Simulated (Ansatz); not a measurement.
**From a trial cell to the properties of GdO in the zincblende structure**

**The experiment.** The Crystallography Open Database holds a cell as deposited of cubic GdO (space group F-43m), temperature not stated (1974): a = 5.400 Å, 19.68 Å³/atom.

Level of theory: DFT, PBE+U (U_eff = 6 eV on Gd 4f), scalar-relativistic, collinear spin; plane waves to 420 eV with PAW datasets (Ansatz 0.2.0), Γ-centred 10×10×10 mesh, 0.05 eV Gaussian smearing; PAW files: Ansatz's generated set soft_2.

The start was a prototype's sites filled with these elements; the Crystallography Open Database holds the compound in this structure.

The start, 1 % over the database's volume:

```cif
data_structure
_symmetry_space_group_name_H-M 'P 1'
_symmetry_Int_Tables_number 1
_cell_length_a 3.8311
_cell_length_b 3.8311
_cell_length_c 3.8311
_cell_angle_alpha 60.000
_cell_angle_beta 60.000
_cell_angle_gamma 60.000
_cell_volume 39.76
loop_
_atom_site_label
_atom_site_type_symbol
_atom_site_fract_x
_atom_site_fract_y
_atom_site_fract_z
_atom_site_occupancy
Gd1 Gd 0.00000 0.00000 0.00000 1
O1 O 0.25000 0.25000 0.25000 1
```

Moments typed, the run going on from the state of an earlier one (μB, in the order of the atoms): 7.0, 0.0.

The steps in volume:

```
run  level    k-mesh        kind  V (Å³/atom)  P (GPa)  E − E(final) (meV/atom)  gap on the mesh (eV)  largest moment (μB)
  1  PBE+U  10×10×10  fixed cell        19.88     -1.1                      0.8                 metal                 7.02
  2  PBE+U  10×10×10  fixed cell        19.73     -0.4                      0.1                 metal                 7.02
  3  PBE+U  10×10×10  fixed cell        19.65      0.0                      0.0                 metal                 7.02
```

Cell and atoms are those of this level's equilibrium.

The final structure (symmetry read at 0.01 Å). The structure is cubic, space group F-43m (No. 216). Conventional cell: a = 5.397 Å, b = 5.397 Å, c = 5.397 Å, α = 90.00°, β = 90.00°, γ = 90.00°. Gd (site symmetry -43m) has 4 O at 2.34 Å as nearest neighbours. O (site symmetry -43m) is surrounded by 4 Gd at 2.34 Å. (Shells end 15 % past the nearest neighbour.)

- Of 4 converged starts of the open shells, 4 reached the lowest state found.
- Among 5 magnetic starts the lowest energy, to 0.5 meV/atom, came from: ferromagnetic; small parallel starting moments. The next state (antiferromagnetic, doubled cell, propagation vector (0, 0, 1/2)) lies 11.1 meV/atom higher.
- At the final geometry the gap, band path included, is zero (metallic) and the site spin moments are Gd 7.02 μB.
- The equation of state gives B0 = 100 GPa and B0′ = 4.2.

**Comparison.** The computed cell (5.397 Å, 19.65 Å³/atom) differs from the database's by −0.2 % in volume, about −0.1 % in length. Agreement this close is partly luck: the calculation is for a static lattice, the crystal has zero-point motion and thermal expansion, roughly 0.6 to 1.6 % in volume at 300 K (room temperature assumed) by Grüneisen's rule, γ·3k_BT/(B0·V0) with γ of 1 to 2.5.

Scalar-relativistic only: spin–orbit splittings of the heavy atoms' levels are missing. The run wasn't fully tested for a lower electronic state. Site moments are of spin, integrated over atomic spheres. A U of this size is made for insulators; in a metal, as here, it tends to take f weight out of the bonding and to swell the cell.
